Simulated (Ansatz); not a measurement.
Sr$_{2}$ZnWO$_{6}$:
```cif
data_O6Sr2WZn
_chemical_formula_sum 'Sr2 Zn1 W1 O6'
_space_group_name_H-M_alt 'P 1'
_space_group_IT_number 1
_cell_length_a 5.62737
_cell_length_b 5.62737
_cell_length_c 5.62737
_cell_angle_alpha 120.620
_cell_angle_beta 120.620
_cell_angle_gamma 88.929
loop_
_space_group_symop_operation_xyz
  'x, y, z'
loop_
_atom_site_label
_atom_site_type_symbol
_atom_site_fract_x
_atom_site_fract_y
_atom_site_fract_z
_atom_site_occupancy
Sr1 Sr 0.25000 0.75000 0.50000 1
Sr2 Sr 0.75000 0.25000 0.50000 1
Zn1 Zn 0.50000 0.50000 0.00000 1
W1 W 0.00000 0.00000 0.00000 1
O1 O 0.80245 0.71867 0.52112 1
O2 O 0.19755 0.28133 0.47888 1
O3 O 0.71867 0.19755 0.91622 1
O4 O 0.28133 0.80245 0.08378 1
O5 O 0.23914 0.23914 0.00000 1
O6 O 0.76086 0.76086 0.00000 1
```

Relaxed with r²SCAN.

### Question
Which orbitals make up the states near the band edges in the program Ansatz at the r²SCAN level (PAW)?

### Answer
Top 1 eV of the valence band: O 2p 90 %, Zn 3d 6 %. Bottom 1 eV of the conduction band: W 5d 60 %, O 2p 31 %, outside the projected shells 6 %. Projections are on Löwdin-orthogonalised atomic valence shells; empty p or d shells of many metals are not among them.

### Question
Tabulate the density of states.

### Answer
States/eV per cell of 10 atoms, in 0.25 eV bins, energy from the valence-band maximum.

```csv
E (eV),total,O 2p,Zn 3d,W 5d
-7.86,0.00,0.00,0.00,0.00
-7.61,0.00,0.00,0.00,0.00
-7.36,0.00,0.00,0.00,0.00
-7.11,0.00,0.00,0.00,0.00
-6.86,0.00,0.00,0.00,0.00
-6.61,0.00,0.00,0.00,0.00
-6.36,0.05,0.03,0.00,0.01
-6.11,1.75,1.10,0.06,0.30
-5.86,3.90,2.43,0.39,0.49
-5.61,4.63,2.29,1.45,0.57
-5.36,6.13,3.00,2.18,0.61
-5.11,7.84,4.45,1.84,1.01
-4.86,6.03,3.04,1.69,0.95
-4.61,9.11,3.63,4.10,0.98
-4.36,14.87,4.60,8.79,1.05
-4.11,10.32,4.65,3.65,1.64
-3.86,12.79,5.87,4.05,2.45
-3.61,6.59,2.83,2.64,0.86
-3.36,3.41,2.19,0.77,0.22
-3.11,4.79,3.61,0.72,0.15
-2.86,2.52,1.98,0.33,0.06
-2.61,1.21,0.99,0.12,0.02
-2.36,3.49,2.61,0.44,0.09
-2.11,11.36,8.55,1.64,0.27
-1.86,8.36,6.82,0.87,0.12
-1.61,10.66,9.20,0.78,0.10
-1.36,11.38,10.20,0.58,0.09
-1.11,7.37,6.63,0.36,0.06
-0.86,9.97,9.15,0.41,0.06
-0.61,10.73,9.96,0.40,0.06
-0.36,10.55,9.47,0.75,0.05
-0.11,4.19,3.39,0.65,0.01
0.14,0.00,0.00,0.00,0.00
0.39,0.00,0.00,0.00,0.00
0.64,0.00,0.00,0.00,0.00
0.89,0.00,0.00,0.00,0.00
1.14,0.00,0.00,0.00,0.00
1.39,0.00,0.00,0.00,0.00
1.64,0.00,0.00,0.00,0.00
1.89,0.00,0.00,0.00,0.00
2.14,0.00,0.00,0.00,0.00
2.39,0.00,0.00,0.00,0.00
2.64,0.00,0.00,0.00,0.00
2.89,0.00,0.00,0.00,0.00
3.14,0.00,0.00,0.00,0.00
3.39,0.48,0.11,0.00,0.30
3.64,8.46,2.39,0.02,5.13
3.89,9.03,2.90,0.01,5.39
4.14,5.59,1.91,0.00,3.33
4.39,0.44,0.16,0.00,0.27
4.64,0.00,0.00,0.00,0.00
4.89,0.00,0.00,0.00,0.00
5.14,0.00,0.00,0.00,0.00
5.39,0.00,0.00,0.00,0.00
5.64,0.00,0.00,0.00,0.00
5.89,0.04,0.00,0.00,0.00
6.14,0.47,0.02,0.00,0.06
6.39,1.33,0.10,0.00,0.25
6.64,2.30,0.20,0.00,0.42
6.89,2.71,0.26,0.00,0.43
7.14,2.96,0.27,0.00,0.35
7.39,2.94,0.21,0.00,0.22
7.64,4.19,0.21,0.00,0.19
7.89,5.90,0.29,0.00,0.26
8.14,5.96,0.31,0.00,0.31
```

Space group I4/m. The first step of the workflow began from a Materials Project structure, measured or hypothetical; the Crystallography Open Database copy checked does not list it. COD files the formula under space group No. 14, 225, so this cell is another polymorph or a model. With Zn and W taken as one species the cell has the higher symmetry I4/mcm, so it may be an ordered model of a mixed-site phase. Whether it is the stable phase at ambient conditions was not checked. The r²SCAN relaxation kept the symmetry of its start; its stability against distortions is not shown here. The run is not spin-polarised. No Hubbard U is applied. Spin–orbit coupling is left out wherever it is not named.

Potentials: the later of the program's two PAW sets.
